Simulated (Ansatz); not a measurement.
A geometry of SiS2 away from equilibrium: the start of the relaxation of a generated cell, SiS2 placed in the marcasite structure type. These are r2SCAN (plane waves to 500 eV, PAW, scalar-relativistic; Ansatz, an electronic-structure program) values and carry that method's errors. Γ-centred k-mesh 5×5×7 on the run's cell (coarser than for final values), Fermi–Dirac smearing 0.05 eV.

```xyz
6
Lattice="4.4188 0.0000 0.0000 0.0000 5.3931 0.0000 0.0000 0.0000 3.3667" Properties=species:S:1:pos:R:3:forces:R:3 pbc="T T T" free_energy=-4898.910 pressure_GPa=29.9
Si     0.0000     0.0000     0.0000    0.0000    0.0000    0.0000
Si     2.2094     2.6965     1.6834    0.0000    0.0000    0.0000
S      0.8855     2.0424     0.0000    3.1793   -2.2390    0.0000
S      3.0949     0.6542     1.6834    3.1793    2.2390    0.0000
S      1.3239     4.7389     1.6834   -3.1793   -2.2390    0.0000
S      3.5333     3.3507     0.0000   -3.1793    2.2390    0.0000
```

Positions in Å, forces in eV/Å, free energy of the cell in eV (comparable only within this code, potentials and settings). Largest force: 3.89 eV/Å, on S3, S4, S5, S6 (atoms numbered as listed); the geometry lies 0.81 eV/atom above the end of its relaxation.

No spin polarisation in the result.

The run could not lower the symmetry of its start; a shaken copy of this end point relaxes with r2SCAN to I-42d (No. 122), 344 meV/atom lower.

The end of the path is a generated cell of SiS2: the first start was made by placing the elements on the sites of a structure type, and the end was not matched to a known phase here, so it may be hypothetical.
